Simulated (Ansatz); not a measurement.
Data:

AlP:
```yaml
crystal:
  lattice:
    - [3.82111, 0.00000, 0.00000]
    - [-1.91056, 3.30918, 0.00000]
    - [0.00000, 0.00000, 8.63307]
  atoms:
    - { symbol: Al, position: [0.00000, 0.49982, 0.66667] }
    - { symbol: Al, position: [0.50018, 0.50018, 0.00000] }
    - { symbol: Al, position: [0.49982, 0.00000, 0.33333] }
    - { symbol: P, position: [0.00000, 0.49988, 0.16667] }
    - { symbol: P, position: [0.50012, 0.50012, 0.50000] }
    - { symbol: P, position: [0.49988, 0.00000, 0.83333] }
```

This is the PBEsol-relaxed structure. Tensor components refer to the Cartesian frame of this cell.

Q: All from DFT-PBEsol in the program Ansatz with PAW potentials, unless another level is named. Estimate the Debye temperature from the elastic constants.

A: 552 K.

Q: Give the piezoelectric stress constants (proper, relaxed ions, C/m²).

A: e14 = -0.11, e25 = 0.11.

Space group P6_422. The start of the workflow was typed in or built on a structure type; neither database checked (COD, Materials Project) lists it. It is not the phase usual at ambient conditions (space group No. 216). Symmetry was held in the PBEsol relaxation; of distortions, only those at the zone centre were tested.

Potentials: the later of the program's two PAW sets.
